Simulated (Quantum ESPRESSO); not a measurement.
## Ta6SnHf (one run as intended and one with a planted mistake)

Simulated, not a measurement. The program is pw.x of Quantum ESPRESSO 7.5 (plane-wave density functional theory). The cell is made up: eight metal atoms on a face-centred cubic lattice, with elements, volume, strain and displacements drawn at random and not relaxed, so it may be unstable or far from any real phase. PseudoDojo standard norm-conserving files set the functional (PBE unless stated); there is no spin polarisation or spin-orbit coupling, the Fermi-Dirac width of 0.25 eV means electrons at about 2900 K, and the masses in the input are unused placeholders. The tin pseudopotential is less sure than most, with forces differing by about three percent from a second method on plain tin. Heavy elements are run without spin-orbit coupling, which real alloys of them have. A spin test at this wide smearing found no moment, but such smearing suppresses magnetism that the real alloy may have.

Intended input:

```
&control calculation='scf', pseudo_dir='./dojo.nc.sr.pbe.v0_5.standard.upf', outdir='./o', disk_io='minimal', tprnfor=.true., tstress=.true. /
&system ibrav=0, nat=8, ntyp=3, nbnd=69, ecutwfc=79.96652505, nosym=.true., tot_charge=0,
 occupations='smearing', smearing='fd', degauss=0.0183746611
/
&electrons conv_thr=1.470e-08, electron_maxstep=70, mixing_beta=0.5 /
ATOMIC_SPECIES
Hf 1.0 Hf.upf
Sn 1.0 Sn.upf
Ta 1.0 Ta.upf
CELL_PARAMETERS angstrom
2.2216 4.2952 2.133
2.1431 -4.2499 2.1208
2.1812 0.0104 -6.3797
ATOMIC_POSITIONS angstrom
Ta -0.0453 0.0519 0.0073
Ta 2.1873 -2.1229 -0.0463
Ta 2.2289 0.0821 -2.0993
Sn 4.4128 -2.0939 -2.0341
Ta 2.1407 0.0928 2.2597
Ta 2.1071 2.1809 -0.0505
Hf 4.3965 0.0868 -0.1703
Ta 4.3589 2.075 -2.0875
K_POINTS automatic
5 5 4 1 1 1
```

The log is shortened where brackets say so; the opening notice, blank lines, dates and the lines on written files are dropped, and the path of the files is cut. It prints rydbergs, bohrs and kilobars, and counts compression as positive stress. Its total energy is the free energy E - TS of the whole cell.

Log of the intended run:

```
     Program PWSCF v.7.5
     Parallel version (MPI & OpenMP), running on       4 processor cores
     Number of MPI processes:                 4
     Threads/MPI process:                     1
     [start-up lines left out]
     bravais-lattice index     =            0
     lattice parameter (alat)  =       9.9877  a.u.
     unit-cell volume          =    1070.2870 (a.u.)^3
     number of atoms/cell      =            8
     number of atomic types    =            3
     number of electrons       =       104.00
     number of Kohn-Sham states=           69
     kinetic-energy cutoff     =      79.9665  Ry
     charge density cutoff     =     319.8661  Ry
     scf convergence threshold =      1.5E-08
     mixing beta               =       0.5000
     number of iterations used =            8  plain     mixing
     Exchange-correlation= PBE
                           (   1   4   3   4   0   0   0)
     [axes and pseudopotential details left out]
   Cartesian axes
     site n.     atom                  positions (alat units)
         1        Ta     tau(   1) = (  -0.0085710   0.0098198   0.0013812  )
         2        Ta     tau(   2) = (   0.4138493  -0.4016645  -0.0087602  )
         3        Ta     tau(   3) = (   0.4217203   0.0155338  -0.3971992  )
         4        Sn     tau(   4) = (   0.8349263  -0.3961775  -0.3848630  )
         5        Ta     tau(   5) = (   0.4050324   0.0175583   0.4275478  )
         6        Ta     tau(   6) = (   0.3986751   0.4126384  -0.0095549  )
         7        Hf     tau(   7) = (   0.8318423   0.0164230  -0.0322217  )
         8        Ta     tau(   8) = (   0.8247282   0.3926016  -0.3949666  )
     number of k points=    50  Fermi-Dirac smearing, width (Ry)=  0.0184
                       cart. coord. in units 2pi/alat
        k(    1) = (   0.2573750  -0.0023422  -0.0155642), wk =   0.0400000
        k(    2) = (   0.4087869  -0.0035113  -0.1709111), wk =   0.0400000
     [further k points left out]
     Dense  grid:   103371 G-vectors     FFT dimensions: (  60,  60,  75)
     Estimated max dynamical RAM per process >     371.94 MB
     Estimated total dynamical RAM >       1.38 GB
     Initial potential from superposition of free atoms
     starting charge     103.9911, renormalised to     104.0000
     Starting wfcs are   79 randomized atomic wfcs
     total cpu time spent up to now is        4.4 secs
     per-process dynamical memory:   290.3 Mb
     Self-consistent Calculation
     iteration #  1     ecut=    79.97 Ry     beta= 0.50
     Davidson diagonalization with overlap
     ethr =  1.00E-02,  avg # of iterations =  2.2
     Threshold (ethr) on eigenvalues was too large:
     Diagonalizing with lowered threshold
     Davidson diagonalization with overlap
     ethr =  2.50E-04,  avg # of iterations =  5.2
     total cpu time spent up to now is       24.4 secs
     total energy              =   -1051.55746063 Ry
     estimated scf accuracy    <       0.30691935 Ry
     iteration #  2     ecut=    79.97 Ry     beta= 0.50
     Davidson diagonalization with overlap
     ethr =  2.95E-04,  avg # of iterations =  2.4
     total cpu time spent up to now is       33.8 secs
     total energy              =   -1051.50518949 Ry
     estimated scf accuracy    <       0.57991146 Ry
     [iterations 3 to 12 left out]
     iteration # 13     ecut=    79.97 Ry     beta= 0.50
     Davidson diagonalization with overlap
     ethr =  2.67E-10,  avg # of iterations =  2.9
     total cpu time spent up to now is      136.0 secs
     total energy              =   -1051.62139413 Ry
     estimated scf accuracy    <       0.00000031 Ry
     iteration # 14     ecut=    79.97 Ry     beta= 0.50
     Davidson diagonalization with overlap
     ethr =  2.67E-10,  avg # of iterations =  1.2
     total cpu time spent up to now is      143.7 secs
     End of self-consistent calculation
     [lines on levels left out]
!    total energy              =   -1051.62139416 Ry
     estimated scf accuracy    <          9.6E-09 Ry
     smearing contrib. (-TS)   =      -0.12870606 Ry
     internal energy E=F+TS    =   -1051.49268810 Ry
     The total energy is F=E-TS. E is the sum of the following terms:
     one-electron contribution =    -179.93132160 Ry
     hartree contribution      =     139.15131116 Ry
     xc contribution           =    -250.01887905 Ry
     ewald contribution        =    -760.69379861 Ry
     convergence has been achieved in  14 iterations
     Forces acting on atoms (cartesian axes, Ry/au):
     atom    1 type  3   force =     0.05325834   -0.01912943   -0.02222722
     atom    2 type  3   force =    -0.03054798    0.00889272    0.01255134
     atom    3 type  3   force =    -0.04979182   -0.03231915   -0.00169441
     atom    4 type  2   force =    -0.02050544   -0.00437389   -0.04987981
     atom    5 type  3   force =     0.02127004   -0.02272581   -0.03968484
     atom    6 type  3   force =     0.01021399    0.00614300    0.01798787
     atom    7 type  1   force =    -0.01306769   -0.01143242    0.09135210
     atom    8 type  3   force =     0.02917055    0.07494496   -0.00840503
     Total force =     0.171799     Total SCF correction =     0.000439
     Computing stress (Cartesian axis) and pressure
          total   stress  (Ry/bohr**3)                   (kbar)     P=      -15.05
  -0.00013172  -0.00008673  -0.00008133          -19.38      -12.76      -11.96
  -0.00008673  -0.00007586  -0.00003733          -12.76      -11.16       -5.49
  -0.00008133  -0.00003733  -0.00009935          -11.96       -5.49      -14.61
     init_run     :      4.23s CPU      4.37s WALL (       1 calls)
     electrons    :    138.82s CPU    139.29s WALL (       1 calls)
     forces       :      1.98s CPU      1.99s WALL (       1 calls)
     stress       :      6.74s CPU      6.87s WALL (       1 calls)
     [timing details left out]
     PWSCF        :   2m31.84s CPU   2m32.62s WALL
     JOB DONE.
```

A second run has one planted mistake: two atoms have their elements exchanged. The input lines that differ:

```
- Sn 4.4128 -2.0939 -2.0341
+ Ta 4.4128 -2.0939 -2.0341
- Ta 4.3589 2.075 -2.0875
+ Sn 4.3589 2.075 -2.0875
```

Its log:

```
     Program PWSCF v.7.5
     Parallel version (MPI & OpenMP), running on       4 processor cores
     Number of MPI processes:                 4
     Threads/MPI process:                     1
     [start-up lines left out]
     bravais-lattice index     =            0
     lattice parameter (alat)  =       9.9877  a.u.
     unit-cell volume          =    1070.2870 (a.u.)^3
     number of atoms/cell      =            8
     number of atomic types    =            3
     number of electrons       =       104.00
     number of Kohn-Sham states=           69
     kinetic-energy cutoff     =      79.9665  Ry
     charge density cutoff     =     319.8661  Ry
     scf convergence threshold =      1.5E-08
     mixing beta               =       0.5000
     number of iterations used =            8  plain     mixing
     Exchange-correlation= PBE
                           (   1   4   3   4   0   0   0)
     [axes and pseudopotential details left out]
   Cartesian axes
     site n.     atom                  positions (alat units)
         1        Ta     tau(   1) = (  -0.0085710   0.0098198   0.0013812  )
         2        Ta     tau(   2) = (   0.4138493  -0.4016645  -0.0087602  )
         3        Ta     tau(   3) = (   0.4217203   0.0155338  -0.3971992  )
         4        Ta     tau(   4) = (   0.8349263  -0.3961775  -0.3848630  )
         5        Ta     tau(   5) = (   0.4050324   0.0175583   0.4275478  )
         6        Ta     tau(   6) = (   0.3986751   0.4126384  -0.0095549  )
         7        Hf     tau(   7) = (   0.8318423   0.0164230  -0.0322217  )
         8        Sn     tau(   8) = (   0.8247282   0.3926016  -0.3949666  )
     number of k points=    50  Fermi-Dirac smearing, width (Ry)=  0.0184
                       cart. coord. in units 2pi/alat
        k(    1) = (   0.2573750  -0.0023422  -0.0155642), wk =   0.0400000
        k(    2) = (   0.4087869  -0.0035113  -0.1709111), wk =   0.0400000
     [further k points left out]
     Dense  grid:   103371 G-vectors     FFT dimensions: (  60,  60,  75)
     Estimated max dynamical RAM per process >     371.94 MB
     Estimated total dynamical RAM >       1.38 GB
     Initial potential from superposition of free atoms
     starting charge     103.9911, renormalised to     104.0000
     Starting wfcs are   79 randomized atomic wfcs
     total cpu time spent up to now is        4.4 secs
     per-process dynamical memory:   290.3 Mb
     Self-consistent Calculation
     iteration #  1     ecut=    79.97 Ry     beta= 0.50
     Davidson diagonalization with overlap
     ethr =  1.00E-02,  avg # of iterations =  2.3
     Threshold (ethr) on eigenvalues was too large:
     Diagonalizing with lowered threshold
     Davidson diagonalization with overlap
     ethr =  2.45E-04,  avg # of iterations =  4.9
     total cpu time spent up to now is       24.0 secs
     total energy              =   -1051.55784608 Ry
     estimated scf accuracy    <       0.30293214 Ry
     iteration #  2     ecut=    79.97 Ry     beta= 0.50
     Davidson diagonalization with overlap
     ethr =  2.91E-04,  avg # of iterations =  2.3
     total cpu time spent up to now is       33.4 secs
     total energy              =   -1051.50840669 Ry
     estimated scf accuracy    <       0.52281350 Ry
     [iterations 3 to 14 left out]
     iteration # 15     ecut=    79.97 Ry     beta= 0.50
     Davidson diagonalization with overlap
     ethr =  2.88E-11,  avg # of iterations =  3.4
     total cpu time spent up to now is      151.3 secs
     total energy              =   -1051.61804080 Ry
     estimated scf accuracy    <       0.00000005 Ry
     iteration # 16     ecut=    79.97 Ry     beta= 0.50
     Davidson diagonalization with overlap
     ethr =  2.88E-11,  avg # of iterations =  2.0
     total cpu time spent up to now is      159.4 secs
     End of self-consistent calculation
     [lines on levels left out]
!    total energy              =   -1051.61804080 Ry
     estimated scf accuracy    <          2.5E-09 Ry
     smearing contrib. (-TS)   =      -0.12940399 Ry
     internal energy E=F+TS    =   -1051.48863681 Ry
     The total energy is F=E-TS. E is the sum of the following terms:
     one-electron contribution =    -179.84973050 Ry
     hartree contribution      =     139.09911183 Ry
     xc contribution           =    -250.01468646 Ry
     ewald contribution        =    -760.72333168 Ry
     convergence has been achieved in  16 iterations
     Forces acting on atoms (cartesian axes, Ry/au):
     atom    1 type  3   force =     0.06175198   -0.01949893   -0.01486220
     atom    2 type  3   force =    -0.02335497    0.01082688    0.01441130
     atom    3 type  3   force =    -0.05382194   -0.03802159   -0.00620376
     atom    4 type  3   force =    -0.01817131   -0.00298294   -0.04412067
     atom    5 type  3   force =     0.01354978   -0.04006467   -0.05085832
     atom    6 type  3   force =     0.00323783    0.01090616    0.01466417
     atom    7 type  1   force =    -0.01051790   -0.01949286    0.09675195
     atom    8 type  2   force =     0.02732653    0.09832795   -0.00978248
     Total force =     0.192441     Total SCF correction =     0.000117
     Computing stress (Cartesian axis) and pressure
          total   stress  (Ry/bohr**3)                   (kbar)     P=      -13.22
  -0.00010680  -0.00005661  -0.00004620          -15.71       -8.33       -6.80
  -0.00005661  -0.00005959  -0.00004734           -8.33       -8.77       -6.96
  -0.00004620  -0.00004734  -0.00010326           -6.80       -6.96      -15.19
     init_run     :      4.18s CPU      4.34s WALL (       1 calls)
     electrons    :    152.55s CPU    155.00s WALL (       1 calls)
     forces       :      1.95s CPU      1.97s WALL (       1 calls)
     stress       :      6.67s CPU      6.82s WALL (       1 calls)
     [timing details left out]
     PWSCF        :   2m45.45s CPU   2m48.24s WALL
     JOB DONE.
```

```
                                            intended run  run with the mistake
                          free energy (eV)    -14308.038            -14307.992
         entropy term -TS, part of it (eV)        -1.751                -1.761
                            pressure (GPa)         -1.51                 -1.32
size of the largest force component (eV/Å)         2.349                 2.528
largest change of a force component (eV/Å)                               0.601
                                iterations            14                    16
```

For scale, a rerun of the intended cell at a higher cutoff and on a denser mesh moved values by no more than 0.003 eV in energy, 0.02 GPa in stress and 0.003 eV/Å in force, and a second program with other atomic files agreed on that cell to 2 % rms in force and 0.5 GPa in pressure.